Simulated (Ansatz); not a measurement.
The cell below belongs to a search over invented structures; it isn't taken from experiment.

Input and command of a plane-wave DFT calculation in Ansatz:

```yaml
crystal:
  lattice:
    - [-4.17416673, 4.17416673, 4.17416673]
    - [4.17416673, -4.17416673, 4.17416673]
    - [4.17416673, 4.17416673, -4.17416673]
  atoms:
    - { symbol: Sn, position: [0.0, 0.77407309, 0.77407309] }
    - { symbol: Sn, position: [0.0, 0.22592691, 0.22592691] }
    - { symbol: Sn, position: [0.77407309, 0.0, 0.77407309] }
    - { symbol: Sn, position: [0.22592691, 0.0, 0.22592691] }
    - { symbol: Sn, position: [0.77407309, 0.77407309, 0.0] }
    - { symbol: Sn, position: [0.22592691, 0.22592691, 0.0] }
    - { symbol: P, position: [0.0, 0.5, 0.5] }
    - { symbol: P, position: [0.5, 0.0, 0.5] }
    - { symbol: P, position: [0.5, 0.5, 0.0] }
    - { symbol: P, position: [0.0, 0.0, 0.0] }
basis:
  ecutwfc: 420
kpoints:
  mp_grid: { grid: [3, 3, 3] }
hamiltonian:
  xc: pbe
scf:
  occupations: { method: gaussian, width: 0.2 }
  lower_state_search: "off"
output:
  forces: true
  stress: true
  eigenvalues: true
relax:
  adjacent_minimum: "off"
  f_tol: 0.08
  max_steps: 16
  cell: { stress_tol: 0.8 }
```

```bash
ansatz run input.yaml --threads 1 --pin off --max-ram 2560MiB --backend cpu --events-out ev --progress --plain --runs-dir out
```

Processor: Intel(R) Xeon(R) Processor @ 2.70GHz, 1 thread, on a host shared with other jobs.

Q: Estimate time, memory and problem size.

A: About 2.2 min, peak memory 0.69 GiB. It solves 63 bands at 4 k points (after reduction by symmetry) with about 10005 plane waves (on the last cell), in 74 SCF iterations over 10 ionic steps.
